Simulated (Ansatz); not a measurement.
**HfTi5N6: stable or not**

The structure comes from a generated guess, relaxed at this level; another structure or a mixture of phases may lie lower.

Level of theory: DFT PBE, scalar-relativistic, plane waves, PAW (Ansatz). Cutoff 420 eV, Γ-centred 12×12×4 mesh (12-atom cell), Gaussian smearing of 0.10 eV, no spin polarisation.

```cif
data_structure
_symmetry_space_group_name_H-M 'P 1'
_symmetry_Int_Tables_number 1
_cell_length_a 3.0521
_cell_length_b 3.0521
_cell_length_c 12.9244
_cell_angle_alpha 90.000
_cell_angle_beta 90.000
_cell_angle_gamma 90.000
_cell_volume 120.39
loop_
_atom_site_label
_atom_site_type_symbol
_atom_site_fract_x
_atom_site_fract_y
_atom_site_fract_z
_atom_site_occupancy
Hf1 Hf 0.00000 0.00000 0.00000 1
Ti1 Ti 0.50000 0.50000 0.17873 1
Ti2 Ti 0.00000 0.00000 0.33558 1
Ti3 Ti 0.50000 0.50000 0.50000 1
Ti4 Ti 0.00000 0.00000 0.66442 1
Ti5 Ti 0.50000 0.50000 0.82127 1
N1 N 0.00000 0.00000 0.17184 1
N2 N 0.50000 0.50000 0.33807 1
N3 N 0.00000 0.00000 0.50000 1
N4 N 0.50000 0.50000 0.66193 1
N5 N 0.00000 0.00000 0.82816 1
N6 N 0.50000 0.50000 0.00000 1
```

Formation energies are uncorrected and refer to the elements' standard structures at the same level (N₂ as a molecule).

**Question.** These tests were run: energy against the elements; random kick, then relaxation without symmetry; phonons on a 2×2×1 q mesh. What do they show?

**Answer.**

| test | result |
| --- | --- |
| energy against the elements | −1.69 eV/atom |
| random kick, then relaxation without symmetry | returns |
| phonons on a 2×2×1 q mesh | no imaginary mode on the mesh |

It fails none of these tests. Whether a mixture of other phases lies lower isn't tested here.

These runs have no spin–orbit coupling, which can matter for Hf. The kick test ran on a coarse mesh. The run for the phonons used a 12×12×4 k mesh and Fermi–Dirac smearing of 0.15 eV.
